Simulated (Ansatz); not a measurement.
Zn$_{2}$CdTe$_{3}$ (P6_3mc) at 2 levels of theory

One geometry, relaxed with PBE; plane waves with PAW potentials in Ansatz, scalar-relativistic. No spin polarisation. Gaps are the least over mesh and band path; pressure is positive in compression.

```cif
data_structure
_symmetry_space_group_name_H-M 'P 1'
_symmetry_Int_Tables_number 1
_cell_length_a 4.4572
_cell_length_b 4.4572
_cell_length_c 22.1114
_cell_angle_alpha 90.000
_cell_angle_beta 90.000
_cell_angle_gamma 120.000
_cell_volume 380.43
loop_
_atom_site_label
_atom_site_type_symbol
_atom_site_fract_x
_atom_site_fract_y
_atom_site_fract_z
_atom_site_occupancy
Zn1 Zn 0.33333 0.66667 0.00314 1
Zn2 Zn 0.33333 0.66667 0.66328 1
Zn3 Zn 0.66667 0.33333 0.16328 1
Zn4 Zn 0.66667 0.33333 0.50314 1
Cd1 Cd 0.33333 0.66667 0.33540 1
Cd2 Cd 0.66667 0.33333 0.83540 1
Te1 Te 0.33333 0.66667 0.12461 1
Te2 Te 0.33333 0.66667 0.46427 1
Te3 Te 0.33333 0.66667 0.78431 1
Te4 Te 0.66667 0.33333 0.28431 1
Te5 Te 0.66667 0.33333 0.62461 1
Te6 Te 0.66667 0.33333 0.96427 1
```

| level | cutoff (eV) | k mesh | gap (eV) | pressure (GPa) |
| --- | --- | --- | --- | --- |
| PBE | 420 | 6×6×2 | 0.73 | 0.0 |

What comes out on the same cell with PBEsol?

| level | cutoff (eV) | k mesh | gap (eV) | pressure (GPa) |
| --- | --- | --- | --- | --- |
| PBEsol | 420 | 6×6×2 | 0.64 | -2.3 |

Spin-orbit coupling matters for the bands of heavy elements and is left out.

The cell was found from a structure generator's guess, not taken from experiment.
